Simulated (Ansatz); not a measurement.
**Structure relaxation, Y₃Ge**

The relaxed structure here is a generated cell of Y3Ge: the first start was made by placing the elements on the sites of a structure type, and the end was not matched to a known phase here, so it may be hypothetical.

The start is a generated trial cell of Y3Ge. The structure is fully relaxed (lattice and positions, P = 0) with r2SCAN (plane waves to 500 eV, PAW, scalar-relativistic; Ansatz, a quantum-chemistry and plane-wave program). First-step values are on the input's coarse k-mesh.

Ansatz input (later rounds restart from its end on a renewed k-mesh):
Ansatz 0.2 input:
```yaml
crystal:
  lattice:
    - [5.1767493, 0, 0]
    - [0, 5.1767493, 0]
    - [0, 0, 5.2799743]
  atoms:
    - { symbol: Ge, position: [0.5, 0.5, 0.5] }
    - { symbol: Y, position: [0, 0, 0.5] }
    - { symbol: Y, position: [0.5, 0, 0] }
    - { symbol: Y, position: [0, 0.5, 0] }
basis: { ecutwfc: 500, ecutrho_ratio: 4, xc_grid: 4, fft_grid_basis: typed }
kpoints: { mp_grid: { grid: [5, 5, 5] } }
hamiltonian:
  xc: r2scan
  dispersion: none
  pseudopotentials: { kind: paw }
scf: { occupations: { method: fermi_dirac, width: 0.05 } }
relax: { f_tol: 0.01, max_steps: 100, cell: { stress_tol: 0.02 } }
output: { forces: true, stress: true }
```

| Item | Value |
|---|---|
| Volume change | -27.3 %, from 35.37 to 25.70 Å³/atom |
| Shortest distances (start → end) | The closest pairs of elements (up to four, under 3.6 Å), start → end: Ge–Y 3.66 → 3.31 Å; Y–Y 3.66 → 3.31 Å |
| Band gap at the end | zero (metallic) |
| Optimiser moves | 8 |

It ends as:

Space group Pm-3m (No. 221); a = b = c = 4.685 Å, α = β = γ = 90.00°

```tsv
atom	site	symmetry	x	y	z
Ge	1b	m-3m	0.5000	0.5000	0.5000
Y	3d	4/mm.m	0.0000	0.0000	0.5000
```

Final values are on a 10×10×10 k-mesh of the relaxed cell. No spin polarisation in the result. The relaxed primitive cell holds an odd number of electrons. A magnetic state may lie lower.

The run could not lose the symmetry of its start, so the end can be a saddle point.

All atoms sit on sites fixed by symmetry, so only the cell could relax.
